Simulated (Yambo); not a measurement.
BaO (NiAs type, space group P6_3/mmc, No. 194), G0W0@LDA in Yambo; all else as in the reference (6×6×2 Γ-centred k mesh, 121 bands and a 7 Ry block in the screening, 121 bands in G with the Bruneval-Gonze terminator, plasmon pole fitted at 27.2 eV). One parameter is varied: the cutoff of the exchange sum, over 10, 20, 40, 84 Ry.

Problem. From which value on does the gap H → M stay within 0.05 eV of the largest setting?

Solution. From 40 Ry on.
| cutoff of the exchange sum (Ry) | G0W0 gap (eV) | valence shift (eV) |
|---|---|---|
| 10 | 2.73 | 0.34 |
| 20 | 3.32 | -0.28 |
| 40 | 3.59 | -0.56 |
| 84 | 3.63 | -0.60 |
The last step of the sweep still moves the gap by 40 meV; the other settings are held fixed.

Geometry relaxed with LDA; primitive cell a = b = 3.700 Å, c = 6.466 Å, α = β = 90.00°, γ = 120.00°.

This is not the ordinary phase of the substance; no match was found in the copy of COD used, and its stability was not checked.

A shift is the quasiparticle energy of the state minus its LDA energy.
